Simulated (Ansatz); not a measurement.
Yb (fcc, Cu type)

```
Yb
1.0
    0.00000     2.59899     2.59899
    2.59899     0.00000     2.59899
    2.59899     2.59899     0.00000
Yb
1
Direct
  0.00000   0.00000   0.00000
```

The slice is a {111} plane (indices of the conventional cell) through the point (0.000, 0.000, 0.000) (fractional), spanned by u = [100] and v = [-1 2 0] in vectors of this cell: u (3.68 Å) and v (6.37 Å, at 90° to u). It covers one period; positions are fractions (u, v).

The numbers are results of r2SCAN (plane waves to 500 eV, PAW, scalar-relativistic; Ansatz, an electronic-structure program), not measurements. k mesh 15×15×15. Inside the PAW spheres the values are not all-electron values, and peaks at nuclei hang on which shells count as valence. The PAW data are Ansatz's earlier set. The relaxed volume of Yb is well below the measured one. Yb is run without spin polarisation. Yb was relaxed with its symmetry unable to fall. The f-shell state is unchecked: a lower one may exist.

Problem. Sketch the electron localisation function (ELF) on this plane as a map.

Solution. 
```
|xxxx995500002200005599xx|
|999966110011331100116699|
|554411000033553300001144|
|000000002244444422000000|
|111111111111111111111111|
|444422000000000000002244|
|553300001144554411000033|
|331100116699999966110011|
|2200005599xxxxxx99550000|
|1100006699xxxxxx99660000|
|2200005599xxxxxx99550000|
|331100116699999966110011|
|553300001144554411000033|
|444422000000000000002244|
|111111111111111111111111|
|000000002244444422000000|
|554411000033553300001144|
|999966110011331100116699|
|xxxx995500002200005599xx|
|xxxx996600001100006699xx|
```
Scale: ten equal steps from 0.07 (start of '0') to 0.75 (end of '9'), in the order '0123456789'. Values: electron localisation function (ELF). The map has 12 points along u (two characters each, u = 0 at the left) and 20 along v (v = 0 in the bottom row). Points within 0.5 Å of a nucleus are blanked (x), as the pseudised field means little there.
